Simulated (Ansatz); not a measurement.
TiO (space group C2/m)

```xyz
10
Lattice="4.6039 -2.0617 0.0000 4.6039 2.0617 0.0000 -1.7175 0.0000 5.4966" Properties=species:S:1:pos:R:3 pbc="T T T"
Ti     5.4484     0.0000     1.7811
Ti     2.0418     0.0000     3.7155
Ti     4.6957     0.0000     4.5645
Ti     2.7945     0.0000     0.9321
Ti    -0.8588     0.0000     2.7483
O      4.6039     0.0000     0.0000
O      7.3591     0.0000     0.9240
O      0.1311     0.0000     4.5727
O      6.5185     0.0000     3.6189
O      0.9717     0.0000     1.8777
```

The slice is a (100) plane (indices of the conventional cell) through the point (0.665, 0.665, 0.830) (fractional), spanned by u = [1 -1 0] and v = [001] in vectors of this cell: u (4.12 Å) and v (5.76 Å, at 90° to u). It covers one period; positions are fractions (u, v).

These are PBEsol (plane waves to 420 eV, PAW, scalar-relativistic; Ansatz, a program for electronic structure) values and carry that method's errors. k mesh 12×12×8. Inside the PAW spheres the values are not all-electron values, and peaks at nuclei hang on which shells count as valence. TiO is run without spin polarisation and with no Hubbard U. TiO was relaxed with its symmetry unable to fall.

Three fields on this plane, each scaled to ten steps between its own extremes (0 low, 9 high; the total valence density on a logarithmic scale, the potential cut 8 eV below its top; x marks points blanked near nuclei; v = 0 in the bottom row):

Map A
```
|xxxx217xxxxxxx712xxx|
|xxxx106xxxxxxx601xxx|
|xxx30048xxxxx84003xx|
|44210125799975210124|
|11111112344432111111|
|11122211111111122211|
|22233211000001123322|
|11122211111111122211|
|11111123456543211111|
|442001368xxx86310024|
|xxx20149xxxxx94102xx|
|xxxx016xxxxxxx610xxx|
|xxxx117xxxxxxx711xxx|
|xxxx217xxxxxxx712xxx|
|xxxx217xxxxxxx712xxx|
|xxxx106xxxxxxx601xxx|
|xxx30048xxxxx84003xx|
|44210025789875200124|
|00000012334332100000|
|00000000000000000000|
|11110000000000000111|
|00000000011100000000|
|00000012455542100000|
|44200026899986200024|
|xxx30059xxxxx95003xx|
|xxxx116xxxxxxx611xxx|
|xxxx217xxxxxxx712xxx|
|xxxx218xxxxxxx812xxx|
```

Map B
```
|xxxx968xxxxxxx869xxx|
|xxxx757xxxxxxx757xxx|
|xxx85458xxxxx85458xx|
|99753345788875433579|
|55432223455543222345|
|33322222233322222233|
|33322212222222122233|
|33322222333332222233|
|55432234566654322345|
|997533468xxx86433579|
|xxx85468xxxxx86458xx|
|xxxx767xxxxxxx767xxx|
|xxxx868xxxxxxx868xxx|
|xxxx979xxxxxxx979xxx|
|xxxx968xxxxxxx869xxx|
|xxxx757xxxxxxx757xxx|
|xxx85457xxxxx75458xx|
|99753234677764323579|
|55431112334332111345|
|33321000111110001233|
|33210000000000000123|
|33221000112110001223|
|55421112344432111245|
|99753235678765323579|
|xxx85457xxxxx75458xx|
|xxxx757xxxxxxx757xxx|
|xxxx968xxxxxxx869xxx|
|xxxx979xxxxxxx979xxx|
```

Map C
```
|xxxx003xxxxxxx300xxx|
|xxxx014xxxxxxx410xxx|
|xxx00466xxxxx66400xx|
|00003677765677763000|
|00246788876788876420|
|45678888777778888765|
|66788988776778898876|
|45678888776778888765|
|00246788766678876420|
|000036776xxx67763000|
|xxx00466xxxxx66400xx|
|xxxx014xxxxxxx410xxx|
|xxxx003xxxxxxx300xxx|
|xxxx002xxxxxxx200xxx|
|xxxx003xxxxxxx300xxx|
|xxxx015xxxxxxx510xxx|
|xxx00477xxxxx77400xx|
|00003689898989863000|
|00146799999999976410|
|44567899999999987654|
|56678999999999998766|
|44567899999999987654|
|00136899999999986310|
|00003689887889863000|
|xxx00477xxxxx77400xx|
|xxxx014xxxxxxx410xxx|
|xxxx003xxxxxxx300xxx|
|xxxx002xxxxxxx200xxx|
```

Problem. Assign the maps to these fields: electron localisation function (ELF); valence electron density; electrostatic potential energy of an electron, from the cell's mean.

Solution. A is the electron localisation function (ELF); B is the valence electron density; C is the electrostatic potential energy of an electron, from the cell's mean.
